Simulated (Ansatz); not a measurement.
CsPbCl₃ (cubic perovskite)

```
CELL_PARAMETERS angstrom
      5.73565     0.00000     0.00000
      0.00000     5.73565     0.00000
      0.00000     0.00000     5.73565
ATOMIC_POSITIONS crystal
  Cs 0.00000 0.00000 0.00000
  Pb 0.50000 0.50000 0.50000
  Cl 0.00000 0.50000 0.50000
  Cl 0.50000 0.50000 0.00000
  Cl 0.50000 0.00000 0.50000
```

The volume is varied about the relaxed value V₀ at fixed cell shape. Symmetry pins the atoms to their sites.

All values below come from PBE (plane waves to 420 eV, PAW, scalar-relativistic; Ansatz, an electronic-structure program). k mesh 6×6×6 (Γ-centred), Fermi-Dirac smearing 0.05 eV. E stands for the smeared free energy. Stress and pressure are positive under compression. CsPbCl3 was relaxed with its symmetry unable to fall. Spin-orbit coupling is left out, though Pb is heavy. The PAW data are Ansatz's earlier set. This is a high-temperature form of CsPbCl3. ΔE is measured from the relaxed starting cell.

```json
[
 {"V (Å³/atom)": "35.474", "ΔE (meV/atom)": "10.4"},
 {"V (Å³/atom)": "35.927", "ΔE (meV/atom)": "6.5"},
 {"V (Å³/atom)": "36.379", "ΔE (meV/atom)": "3.6"},
 {"V (Å³/atom)": "36.832", "ΔE (meV/atom)": "1.6"},
 {"V (Å³/atom)": "37.285", "ΔE (meV/atom)": "0.4"},
 {"V (Å³/atom)": "37.738", "ΔE (meV/atom)": "0.0"},
 {"V (Å³/atom)": "38.191", "ΔE (meV/atom)": "0.4"},
 {"V (Å³/atom)": "38.644", "ΔE (meV/atom)": "1.4"},
 {"V (Å³/atom)": "39.097", "ΔE (meV/atom)": "withheld"},
 {"V (Å³/atom)": "39.549", "ΔE (meV/atom)": "5.4"},
 {"V (Å³/atom)": "40.002", "ΔE (meV/atom)": "8.3"}
]
```

Task: Fit a third-order Birch-Murnaghan form (E₀, V₀, B₀, B₀′ free) to the given rows and predict ΔE at V = 39.097.

Result: Least squares on the 10 given rows: ΔE = E₀ + (9V₀B₀/16)·y²·[2 + (B₀′ − 4)y], y = (V₀/V)^(2/3) − 1, with V₀ = 37.744 Å³/atom, B₀ = 21.79 GPa (160.2 GPa = 1 eV/Å³; the term in eV is multiplied by 1000), B₀′ = 4.36, E₀ = 0.02 meV/atom; root-mean-square residual 0.02 meV/atom. At 39.097 the fit gives 3.1 meV/atom; the calculation gives 3.1 meV/atom, the same to the digits shown. For the pressure the fit gives -0.71 GPa against the computed -0.71 GPa.

(A scan under strain: stresses follow from slopes of the energy per volume, elastic moduli from its curvatures.)
